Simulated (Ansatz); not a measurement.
Zr:
```cif
data_Zr2
_chemical_formula_sum 'Zr2'
_space_group_name_H-M_alt 'P63/mmc'
_space_group_IT_number 194
_space_group_name_Hall '-P 6c 2c'
_cell_length_a 3.18328
_cell_length_b 3.18328
_cell_length_c 5.11806
_cell_angle_alpha 90.000
_cell_angle_beta 90.000
_cell_angle_gamma 120.000
loop_
_atom_site_label
_atom_site_type_symbol
_atom_site_symmetry_multiplicity
_atom_site_Wyckoff_symbol
_atom_site_fract_x
_atom_site_fract_y
_atom_site_fract_z
_atom_site_occupancy
Zr1 Zr 2 d 0.66667 0.33333 0.25000 1
```

Relaxed with PBEsol.

Question: Which orbitals make up the states near the Fermi level in DFT-PBEsol in the program Ansatz with PAW potentials?

Answer: Within 0.5 eV of the Fermi level: Zr 4d 89 %, Zr 5s 5 %. Projections are on Löwdin-orthogonalised atomic valence shells; empty p or d shells of many metals are not among them.

Question: Tabulate the density of states.

Answer: States/eV per cell of 2 atoms, in 0.25 eV bins, energy from the Fermi level.

```tsv
E (eV)	total	Zr 4d	Zr 5s	Zr 4p
-5.85	0.00	0.00	0.00	0.00
-5.60	0.05	0.00	0.05	0.00
-5.35	0.11	0.00	0.09	0.00
-5.10	0.15	0.00	0.13	0.00
-4.85	0.19	0.00	0.16	0.00
-4.60	0.23	0.01	0.20	0.01
-4.35	0.27	0.01	0.23	0.01
-4.10	0.33	0.03	0.27	0.01
-3.85	0.40	0.05	0.31	0.01
-3.60	0.49	0.09	0.37	0.02
-3.35	0.67	0.19	0.44	0.02
-3.10	1.68	0.99	0.63	0.03
-2.85	1.99	1.33	0.59	0.03
-2.60	2.28	1.71	0.50	0.04
-2.35	2.51	2.05	0.39	0.04
-2.10	2.78	2.42	0.29	0.04
-1.85	2.04	1.78	0.20	0.04
-1.60	1.90	1.67	0.17	0.04
-1.35	2.43	2.21	0.14	0.04
-1.10	2.57	2.37	0.10	0.04
-0.85	3.25	2.96	0.15	0.05
-0.60	3.25	2.89	0.20	0.05
-0.35	1.12	0.97	0.09	0.02
-0.10	1.39	1.24	0.06	0.02
0.15	3.43	3.11	0.15	0.04
0.40	3.29	2.95	0.17	0.03
0.65	3.20	2.83	0.18	0.03
0.90	3.48	3.02	0.22	0.03
1.15	3.60	3.10	0.24	0.03
1.40	3.76	3.30	0.18	0.02
1.65	2.54	2.24	0.09	0.01
1.90	1.68	1.50	0.05	0.01
2.15	1.55	1.46	0.03	0.00
2.40	1.46	1.39	0.02	0.00
2.65	1.41	1.35	0.02	0.00
2.90	1.38	1.32	0.02	0.00
3.15	1.37	1.31	0.03	0.00
3.40	1.41	1.34	0.03	0.00
3.65	1.48	1.40	0.04	0.00
3.90	1.82	1.71	0.07	0.00
```

Space group P6_3/mmc (hcp (Mg type)). The cell was relaxed with PBEsol under the symmetry of its start. No spin polarisation was allowed. Spin–orbit coupling is left out wherever it is not named.

Potentials: the later of the program's two PAW sets.
